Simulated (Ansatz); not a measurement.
The relaxed structure here is a generated cell of WSe2: the first start was made by a random draw of sites in a space group, and the end was not matched to a known phase here, so it may be hypothetical. Known forms of WSe2 include space group No. 194.

The end point of a relaxation of WSe₂. Space group Fm-3m (No. 225). Level of theory: PBE (plane waves to 420 eV, PAW, scalar-relativistic; Ansatz, a quantum-chemistry and plane-wave program).

```cif
data_Se24W12
_chemical_formula_sum 'Se24 W12'
_space_group_name_H-M_alt 'Fm-3m'
_space_group_IT_number 225
_space_group_name_Hall '-F 4 2 3'
_cell_length_a 9.23219
_cell_length_b 9.23219
_cell_length_c 9.23219
_cell_angle_alpha 90.000
_cell_angle_beta 90.000
_cell_angle_gamma 90.000
loop_
_atom_site_label
_atom_site_type_symbol
_atom_site_symmetry_multiplicity
_atom_site_Wyckoff_symbol
_atom_site_fract_x
_atom_site_fract_y
_atom_site_fract_z
_atom_site_occupancy
Se1 Se 24 e 0.00000 0.00000 0.26520 1
W1 W 8 c 0.25000 0.25000 0.25000 1
W2 W 4 a 0.00000 0.00000 0.00000 1
```
(The calculation used a cell of 9 atoms; values per cell refer to that cell.)

**Question.** Give the magnetic moment at the level PBE.

**Answer.** Net 0.68 μB/atom, ferromagnetic.

Spin state reached: ferromagnetic (net 0.68 μB/atom); other spin orders were not run from this start.

The run could not lose the symmetry of its start: the end is stationary, and may be a saddle point rather than a minimum.
